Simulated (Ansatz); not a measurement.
Cell and atoms are relaxed with the symmetry kept. Start:

```
Ge Sb Te
1.0
     2.10348    1.21444    9.87146
    -2.10348    1.21444    9.87146
     0.00000   -2.42889    9.87146
Ge Sb Te
1 1 3
Cartesian
  0.0000 0.0000 17.7042
  0.0000 0.0000 11.7776
  0.0000 0.0000 29.5658
  0.0000 0.0000 23.4716
  0.0000 0.0000 6.3239
```

These are results of DFT PBEsol, scalar-relativistic, plane waves, PAW (Ansatz 0.2.0), not measurements.

Settings: cutoff 420 eV, Γ-centred mesh 12×12×12 on the computed 5-atom cell, Gaussian smearing of 0.10 eV; no spin polarisation.

What does it relax to?

The volume falls by 1.41 Å³/atom to 28.85 Å³/atom, and the energy falls by 15.3 meV/atom. Final structure:
```cif
data_structure
_symmetry_space_group_name_H-M 'R3m:H'
_symmetry_Int_Tables_number 160
_cell_length_a 4.0807
_cell_length_b 4.0807
_cell_length_c 30.0078
_cell_angle_alpha 90.000
_cell_angle_beta 90.000
_cell_angle_gamma 120.000
_cell_volume 432.75
loop_
_atom_site_label
_atom_site_type_symbol
_atom_site_symmetry_multiplicity
_atom_site_Wyckoff_symbol
_atom_site_fract_x
_atom_site_fract_y
_atom_site_fract_z
_atom_site_occupancy
Ge1 Ge 3 a 0.33333 0.66667 0.06735 1
Sb1 Sb 3 a 0.33333 0.66667 0.27002 1
Te1 Te 3 a 0.00000 0.00000 0.00236 1
Te2 Te 3 a 0.00000 0.00000 0.20893 1
Te3 Te 3 a 0.66667 0.33333 0.11799 1
```